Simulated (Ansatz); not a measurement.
Input and steps of a relaxation of cell and atoms on a 6-atom cell of CaCdF4 built on the fluorite structure (relaxed group P4/mmm) (the PAW code Ansatz, r2SCAN). The starting cell comes from a relaxation with PBE.

```yaml
crystal:
  lattice:
    - [3.8878535509, 0.0, 0.0]
    - [0.0, 3.8878535509, 0.0]
    - [0.0, 0.0, 5.4968177768]
  atoms:
    - { symbol: Cd, position: [0.0, 0.0, 0.0] }
    - { symbol: F, position: [0.0, 0.5, 0.7496298919] }
    - { symbol: F, position: [0.0, 0.5, 0.2503701081] }
    - { symbol: Ca, position: [0.5, 0.5, 0.5] }
    - { symbol: F, position: [0.5, 0.0, 0.2503701081] }
    - { symbol: F, position: [0.5, 0.0, 0.7496298919] }
kpoints:
  mp_grid: { grid: [6, 6, 4] }
hamiltonian:
  xc: r2scan
scf:
  occupations: { method: fermi_dirac, width: 0.02 }
relax:
  f_tol: 0.005
  cell: {}
```

The trajectory has 5 recorded frames, each with fractional positions and then forces in eV/Å along x, y and z. The last, and any step after a large change of cell, is solved on a basis re-selected at its cell; pressure is positive in compression.

Step 1: energy 0.0 meV/atom from step 1, largest force component 0.087 eV/Å, pressure -4.14 GPa; a = 3.888 Å, b = 3.888 Å, c = 5.497 Å, α = 90.00°, β = 90.00°, γ = 90.00°
```
Cd 0.0000 0.0000 0.0000     0.000   0.000   0.000
F  0.0000 0.5000 0.7496     0.000   0.000   0.087
F  0.0000 0.5000 0.2504     0.000   0.000  -0.087
Ca 0.5000 0.5000 0.5000     0.000   0.000   0.000
F  0.5000 0.0000 0.2504     0.000   0.000  -0.087
F  0.5000 0.0000 0.7496     0.000   0.000   0.087
```

Q: Estimate where the relaxation ends.

A:
Step 2: energy -8.9 meV/atom from step 1, largest force component 0.068 eV/Å, pressure +0.05 GPa; a = 3.829 Å, b = 3.829 Å, c = 5.415 Å, α = 90.00°, β = 90.00°, γ = 90.00°
```
Cd 0.0000 0.0000 0.0000     0.000   0.000   0.000
F  0.0000 0.5000 0.7519     0.000   0.000  -0.068
F  0.0000 0.5000 0.2481     0.000   0.000   0.068
Ca 0.5000 0.5000 0.5000     0.000   0.000   0.000
F  0.5000 0.0000 0.2481     0.000   0.000   0.068
F  0.5000 0.0000 0.7519     0.000   0.000  -0.068
```

Step 3: energy -9.0 meV/atom from step 1, largest force component 0.034 eV/Å, pressure +0.06 GPa; a = 3.828 Å, b = 3.828 Å, c = 5.413 Å, α = 90.00°, β = 90.00°, γ = 90.00°
```
Cd 0.0000 0.0000 0.0000     0.000   0.000   0.000
F  0.0000 0.5000 0.7502     0.000   0.000   0.034
F  0.0000 0.5000 0.2498     0.000   0.000  -0.034
Ca 0.5000 0.5000 0.5000     0.000   0.000   0.000
F  0.5000 0.0000 0.2498     0.000   0.000  -0.034
F  0.5000 0.0000 0.7502     0.000   0.000   0.034
```

Step 4: energy -9.0 meV/atom from step 1, largest force component 0.000 eV/Å, pressure +0.01 GPa; a = 3.829 Å, b = 3.829 Å, c = 5.415 Å, α = 90.00°, β = 90.00°, γ = 90.00°
```
Cd 0.0000 0.0000 0.0000     0.000   0.000   0.000
F  0.0000 0.5000 0.7508     0.000   0.000   0.000
F  0.0000 0.5000 0.2492     0.000   0.000   0.000
Ca 0.5000 0.5000 0.5000     0.000   0.000   0.000
F  0.5000 0.0000 0.2492     0.000   0.000   0.000
F  0.5000 0.0000 0.7508     0.000   0.000   0.000
```

Step 5: energy -8.5 meV/atom from step 1, largest force component 0.000 eV/Å, pressure +0.04 GPa; a = 3.829 Å, b = 3.829 Å, c = 5.415 Å, α = 90.00°, β = 90.00°, γ = 90.00°
```
Cd 0.0000 0.0000 0.0000     0.000   0.000   0.000
F  0.0000 0.5000 0.7508     0.000   0.000   0.000
F  0.0000 0.5000 0.2492     0.000   0.000   0.000
Ca 0.5000 0.5000 0.5000     0.000   0.000   0.000
F  0.5000 0.0000 0.2492     0.000   0.000   0.000
F  0.5000 0.0000 0.7508     0.000   0.000   0.000
```

The walk took 4 steps and changed the volume by -4.5 %. The last SCF, on a fresh basis, lies 8.5 meV an atom below the first. Final cell: space group P4/mmm (No. 123), tetragonal; conventional cell a = 3.829 Å, c = 5.415 Å, 13.23 Å³ an atom. Cd is surrounded by 8 F at 2.34 Å; F is surrounded by 2 Cd at 2.34 Å and 2 Ca at 2.35 Å; Ca is surrounded by 8 F at 2.35 Å.

Command: `ansatz run input.yaml --threads 2 --pin off --max-ram 29491MiB --backend cpu --events-out ev --progress --plain --runs-dir out`.

Q: It took 17 s on 2 threads of AMD EPYC 7R13 Processor (Zen 3), with other jobs on the host. What peak of host memory did it reach?

A: About 0.63 GiB.

Spin-unpolarised throughout. Whether this structure exists isn't addressed.
